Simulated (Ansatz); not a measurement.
GePt:
```
GePt
1.0
    5.83662     0.00000     0.00000
    0.00000     3.75221     0.00000
    0.00000     0.00000     6.16408
Ge Pt
4 4
Direct
  0.81352   0.75000   0.58826
  0.18648   0.25000   0.41174
  0.68648   0.25000   0.08826
  0.31352   0.75000   0.91174
  0.00163   0.75000   0.19247
  0.99837   0.25000   0.80753
  0.49837   0.25000   0.69247
  0.50163   0.75000   0.30753
```

Relaxed with PBE.

Question: Which orbitals make up the states near the Fermi level in plane-wave PAW PBE (Ansatz code)?

Answer: Within 0.5 eV of the Fermi level: Pt 5d 44 %, Ge 4p 33 %, Ge 4s 15 %. Projections are on Löwdin-orthogonalised atomic valence shells; empty p or d shells of many metals are not among them.

Question: Tabulate the density of states.

Answer: States/eV per cell of 8 atoms, in 0.25 eV bins, energy from the Fermi level.

```tsv
E (eV)	total	Pt 5d	Ge 4p	Pt 6s
-7.85	0.00	0.00	0.00	0.00
-7.60	0.00	0.00	0.00	0.00
-7.35	0.10	0.03	0.04	0.02
-7.10	1.15	0.41	0.48	0.19
-6.85	2.81	0.95	1.19	0.49
-6.60	3.85	1.44	1.59	0.57
-6.35	5.53	2.48	2.14	0.60
-6.10	5.66	2.73	2.14	0.55
-5.85	5.63	2.99	1.99	0.42
-5.60	5.15	3.22	1.46	0.26
-5.35	6.99	5.05	1.55	0.21
-5.10	13.62	10.72	2.29	0.34
-4.85	12.53	10.08	1.89	0.27
-4.60	11.23	8.99	1.77	0.19
-4.35	7.45	5.84	1.29	0.14
-4.10	11.42	9.26	1.65	0.15
-3.85	10.31	8.36	1.51	0.16
-3.60	10.94	9.00	1.48	0.16
-3.35	9.14	7.46	1.28	0.14
-3.10	8.99	7.67	0.91	0.20
-2.85	12.63	11.12	0.96	0.28
-2.60	10.54	9.36	0.69	0.22
-2.35	5.92	4.75	0.76	0.15
-2.10	4.53	3.23	0.91	0.08
-1.85	5.63	3.55	1.38	0.14
-1.60	4.68	2.43	1.58	0.15
-1.35	3.85	1.68	1.59	0.12
-1.10	2.97	1.18	1.37	0.08
-0.85	1.99	0.98	0.72	0.08
-0.60	2.55	1.33	0.77	0.12
-0.35	2.23	1.08	0.69	0.10
-0.10	2.06	0.93	0.66	0.09
0.15	2.30	0.96	0.77	0.11
0.40	2.93	1.15	0.98	0.16
0.65	3.42	1.22	1.22	0.24
0.90	3.40	1.09	1.34	0.28
1.15	3.28	0.97	1.39	0.28
1.40	3.60	0.99	1.64	0.33
1.65	3.36	0.81	1.65	0.33
1.90	3.69	0.84	1.94	0.35
2.15	3.72	0.77	2.01	0.37
2.40	3.25	0.63	1.77	0.36
2.65	2.75	0.47	1.50	0.40
2.90	3.38	0.55	1.87	0.51
3.15	4.27	0.68	2.45	0.60
3.40	4.60	0.67	2.80	0.56
3.65	3.41	0.47	2.05	0.47
3.90	3.52	0.46	2.11	0.53
4.15	3.79	0.48	2.33	0.51
4.40	3.57	0.43	2.18	0.49
4.65	3.16	0.36	1.91	0.42
```

Space group Pnma. Symmetry was held in the PBE relaxation. The run is not spin-polarised. Scalar-relativistic: spin–orbit coupling is off unless named, which matters more the heavier the elements.

Potentials: the earlier of the program's two PAW sets.
